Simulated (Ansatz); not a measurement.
LiNbO$_{3}$ in space group R-3 (No. 148; Li on 6c, Nb on 6c, O on 18f) at seven volumes, LDA (plane waves, PAW; program Ansatz), shape and atoms relaxed at each. One row is withheld.

```csv
V (Å³/atom),P (GPa)
9.639,10.89
9.956,?
10.274,2.98
10.592,-0.01
10.910,-2.46
11.227,-4.45
11.545,-6.16
```

### Question
Fit the shown pressures and predict the withheld one.

### Answer
P = (3/2)B₀(x^(7/2) − x^(5/2))[1 + (3/4)(B′ − 4)(x − 1)] with x = (V₀/V)^(2/3). Least squares on the six rows gives V₀ = 10.592 Å³/atom, B₀ = 89.8 GPa, B′ = 5.33. At V = 9.956, x = 1.0421 and P = 6.56 GPa. The run itself gave 6.57 GPa.

The workflow started from a Materials Project entry (that database holds measured and hypothetical structures alike); the Crystallography Open Database files this formula in space group No. 148, but the cells were not matched. It is not the phase usual at ambient conditions (space group No. 161). Symmetry was held in the LDA relaxation; phonons on a q-mesh show no instability. No spin polarisation was allowed.

Potentials: the later of the program's two PAW sets.
